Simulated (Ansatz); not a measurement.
TlPd3, DFT, PBEsol, PAW with Ansatz's default frozen-core files, scalar-relativistic (Ansatz 0.2.0), run on 1 thread of Arm Neoverse V1 on a shared host.

The geometry is COD entry 1522856, unchecked; take it as a test cell. The listed cell was then made from it by scaling, straining or moving an atom.

Command: `ansatz run input.yaml --threads 1 --pin off --max-ram 4096MiB --backend cpu --events-out ev --progress --plain --runs-dir out`

```yaml
crystal:
  lattice:
    - [-2.073, 2.073, 3.711015]
    - [2.073, -2.073, 3.711015]
    - [2.073, 2.073, -3.711015]
  atoms:
    - { symbol: Tl, position: [0.0, 0.0, 0.0] }
    - { symbol: Pd, position: [0.75, 0.25, 0.5] }
    - { symbol: Pd, position: [0.25, 0.75, 0.5] }
    - { symbol: Pd, position: [0.5, 0.5, 0.0] }
kpoints:
  mp_grid: { grid: [12, 12, 12] }
scf:
  occupations: { method: fermi_dirac, width: 0.08 }
hamiltonian:
  xc: pbesol
  pseudopotentials: { kind: paw }
output:
  forces: true
  stress: true
  eigenvalues: true
  efg: { contact_densities: true }
```

(1) How large is the problem that the program sets up?

(2) Estimate the wall time and the peak memory.

(3) And the same cell and mesh by crystal-made all-electron datasets, asked for forces, stress, eigenvalues, efg, on the same hardware?

## Answers

(1) 163 irreducible k-points, 1241 plane waves at Γ, 41 bands.

(2) 21 s of wall time for 6 SCF iterations, with a peak of 0.58 GiB. Times on shared machines scatter by tens of per cent.

(3) 62 s, peak memory 1.2 GiB.
